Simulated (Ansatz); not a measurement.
Zr₅Ga₃:
```
Zr5Ga3
1.0
    8.10715     0.00000     0.00000
   -4.05357     7.02100     0.00000
    0.00000     0.00000     5.73339
Zr Ga
10 6
Direct
  0.33333   0.66667   0.50000
  0.66667   0.33333   0.50000
  0.66667   0.33333   0.00000
  0.33333   0.66667   0.00000
  0.75713   0.00000   0.25000
  0.24287   0.00000   0.75000
  0.75713   0.75713   0.75000
  0.24287   0.24287   0.25000
  0.00000   0.75713   0.25000
  0.00000   0.24287   0.75000
  0.39158   0.00000   0.25000
  0.60842   0.00000   0.75000
  0.39158   0.39158   0.75000
  0.60842   0.60842   0.25000
  0.00000   0.39158   0.25000
  0.00000   0.60842   0.75000
```

Relaxed with r²SCAN. Special points in fractions of this cell's reciprocal vectors: Γ (0.000, 0.000, 0.000); M (0.500, 0.000, 0.000); K (0.333, 0.333, 0.000); A (0.000, 0.000, 0.500); L (0.500, 0.000, 0.500); H (0.333, 0.333, 0.500).

**Question.** List the band energies nearest the Fermi level at these points for r²SCAN in the plane-wave PAW code Ansatz.

**Answer.** In eV from the Fermi level; about four levels below and three above (degenerate sets whole), none deeper than 8.9 eV; points with the same levels are listed once.

```tsv
k	below	above
Γ	-0.37 -0.37 -0.34 -0.21	0.02 0.02 0.28
M	-0.37 -0.31 -0.16 -0.14	0.06 0.70 0.71
K	-0.15 -0.14 -0.07 -0.07	0.65 0.80 0.80
A	-0.38 -0.38 -0.38 -0.38	1.00 1.00 1.16 1.16
L	-0.32 -0.32 -0.13 -0.13	0.28 0.28 0.62 0.62
H	-0.74 -0.74 -0.26 -0.26	0.12 0.12 0.12 0.12
```

Space group P6_3/mcm. The first step of the workflow began from a Materials Project structure, measured or hypothetical; the Crystallography Open Database copy checked does not list it. Its standing as an ambient phase is unchecked. The cell was relaxed with r²SCAN under the symmetry of its start; its stability against distortions is not shown here. The run is not spin-polarised. Scalar-relativistic: spin–orbit coupling is off unless named, which matters more the heavier the elements.

Potentials: the earlier of the program's two PAW sets.
